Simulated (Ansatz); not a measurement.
MoRu (L1₀ or tetragonal B2, P4/mmm) at seven volumes, plane-wave PAW PBE (Ansatz code), shape and atoms relaxed at each. One row is withheld.

```json
[
 {"V (Å³/atom)": "13.472", "P (GPa)": "32.36"},
 {"V (Å³/atom)": "13.916", "P (GPa)": "19.78"},
 {"V (Å³/atom)": "14.360", "P (GPa)": "9.07"},
 {"V (Å³/atom)": "14.804", "P (GPa)": "0.00"},
 {"V (Å³/atom)": "15.248", "P (GPa)": "?"},
 {"V (Å³/atom)": "15.692", "P (GPa)": "-14.21"},
 {"V (Å³/atom)": "16.136", "P (GPa)": "-19.71"}
]
```

### Question
Fit the shown pressures and predict the withheld one.

### Answer
Third-order Birch–Murnaghan: P = (3/2)B₀(x^(7/2) − x^(5/2))[1 + (3/4)(B′ − 4)(x − 1)] with x = (V₀/V)^(2/3). Least squares on the six rows gives V₀ = 14.805 Å³/atom, B₀ = 277.7 GPa, B′ = 4.48. At V = 15.248, x = 0.9805 and P = -7.66 GPa. The run itself gave -7.70 GPa.

The start of the workflow was typed in or built on a structure type; neither database checked (COD, Materials Project) lists it. Its standing as an ambient phase is unchecked. The PBE relaxation kept the symmetry of its start; whether a distortion lowers the energy is not shown. The run is not spin-polarised.

Potentials: the later of the program's two PAW sets.
